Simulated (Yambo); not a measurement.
InP (zinc blende, space group F-43m, No. 216) under isotropic strain of -1.5 % on all lattice vectors; a = b = c = 4.096 Å, α = β = γ = 60.00°. With the G0W0 scissor the direct gap on the mesh is 1.28 eV.

Task: Does this run resolve the lowest exciton, and if so, what are its energy and binding? (Yambo, PBEsol bands; 8×8×8 mesh, 3 valence and 4 conduction bands, static screening with 26 bands and a 4 Ry block, scissor 0.48 eV, Tamm-Dancoff.)

Result: No. The lowest state covers only about 1 of the 512 k points, so the mesh doesn't resolve it: its energy and its distance from the direct gap are mesh artefacts. An extended exciton needs a far denser mesh. The scissor comes from a G0W0 run whose convergence isn't established. Spin-orbit splittings are left out.

The standard potential for In keeps a d shell in the valence without the s and p states of that shell. In tests on such compounds this moved G0W0 gaps by up to about 0.9 eV, so absolute quasiparticle energies here are unreliable; differences between settings are what counts.

Geometry strained from the cell relaxed with PBEsol, atoms relaxed again.
